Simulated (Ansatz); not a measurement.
Starting structure of a cell relaxation (symmetry kept):

```
In Ga
1.0
     0.00000    3.66564    3.66564
     3.66564    0.00000    3.66564
     3.66564    3.66564    0.00000
In Ga
3 1
Direct
  0.25000 0.25000 0.25000
  0.75000 0.75000 0.75000
  0.50000 0.50000 0.50000
  0.00000 0.00000 0.00000
```

All numbers below come from DFT r2SCAN, scalar-relativistic, plane waves, PAW in Ansatz 0.2.0.

Cutoff 500 eV; k points 10×10×10 on the computed 4-atom cell (Γ-centred); Gaussian smearing, width 0.10 eV; no spin polarisation.

Question: What does it relax to?

Answer: The volume is unchanged to within 0.01 Å³/atom to 24.63 Å³/atom, and the energy changes by under 0.1 meV/atom. Final structure:
```
CELL_PARAMETERS angstrom
0.00000 3.66564 3.66564
3.66564 0.00000 3.66564
3.66564 3.66564 0.00000
ATOMIC_POSITIONS crystal
In 0.25000 0.25000 0.25000
In 0.75000 0.75000 0.75000
In 0.50000 0.50000 0.50000
Ga 0.00000 0.00000 0.00000
```

Cost: 1 run of about 0.62 core-minutes, on Arm Neoverse V2 (shared hosts).